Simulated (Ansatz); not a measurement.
Take a crystal in which Se has been replaced by Te on all its sites, with the cell rescaled by a rough guess (in some cases also distorted within its space group) and nothing relaxed:

```xyz
2
Lattice="0.0000 3.4986 3.4986 3.4986 0.0000 3.4986 3.4986 3.4986 0.0000" Properties=species:S:1:pos:R:3 pbc="T T T"
Te    3.4986    3.4986    3.4986
Te    5.2480    5.2480    5.2480
```

All numbers below come from DFT PBEsol, scalar-relativistic, plane waves, PAW (Ansatz).

Settings: cutoff 420 eV, Γ-centred mesh 10×10×10 on the computed 2-atom cell, Gaussian smearing of 0.10 eV; no spin polarisation.

**Question.** Will this cell want to expand or contract, and how hard?

**Answer.** The pressure is 0.8 GPa (positive in compression), so the cell would expand.

**Question.** Is it a metal on this mesh?

**Answer.** Yes, a band crosses the Fermi level.

Spin-orbit coupling is left out, which matters for the bands of heavy elements.

This diamond-type form isn't the element's structure at ambient conditions.